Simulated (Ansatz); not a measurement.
Relaxed-ion elastic tensor of PbS (rock salt, space group No. 225) in GPa (Voigt order), r²SCAN+D4 (plane waves, PAW; program Ansatz); density 7.54 g/cm³, 26.35 Å³ per atom.

```
 145  17.1  17.1   0.0   0.0   0.0
17.1   145  17.1   0.0   0.0   0.0
17.1  17.1   145   0.0   0.0   0.0
 0.0   0.0   0.0  20.5   0.0   0.0
 0.0   0.0   0.0   0.0  20.5   0.0
 0.0   0.0   0.0   0.0   0.0  20.5
```

**Question.** Is the crystal mechanically stable?

**Answer.** Yes: the smallest eigenvalue of C is 20.5 GPa.

**Question.** Work out the Voigt, Reuss and Hill averages.

**Answer.** K_V = 59.6, K_R = 59.6, K_H = 59.6; G_V = 37.8, G_R = 28.1, G_H = 32.9 GPa.

**Question.** Give Young's modulus, Poisson's ratio, Pugh's ratio and the universal anisotropy index.

**Answer.** E = 9KG/(3K + G) = 83.5 GPa; ν = 0.27; K/G = 1.81 (near the Pugh limit of 1.75, no verdict); A_U = 5G_V/G_R + K_V/K_R − 6 = 1.72.

**Question.** Estimate the sound speeds and the Debye temperature.

**Answer.** v_l = √((K + 4G/3)/ρ) = 3700 m/s, v_t = √(G/ρ) = 2090 m/s, mean 2330 m/s; Θ = (h/k)(3n/4πV)^(1/3) v_m = 233 K.

**Question.** Give the Zener ratio and Young's modulus along [100], [110] and [111].

**Answer.** A = 2C44/(C11 − C12) = 0.32; 1/E = S11 − 2(S11 − S12 − S44/2)Γ with Γ = 0, 1/4, 1/3 gives 141, 65.0, 55.1 GPa.

**Question.** Solve the Christoffel equation for the three sound speeds along [100], [110], [111].

**Answer.** Eigenvalues of C_ijkl n_j n_l equal ρv². In km/s, slowest first: [100] 1.65, 1.65, 4.38; [110] 1.65, 2.91, 3.67; [111] 2.56, 2.56, 3.39.

Space group Fm-3m (rock salt). Symmetry was held in the r²SCAN+D4 relaxation. Spin–orbit coupling is left out wherever it is not named.

Potentials: the later of the program's two PAW sets.
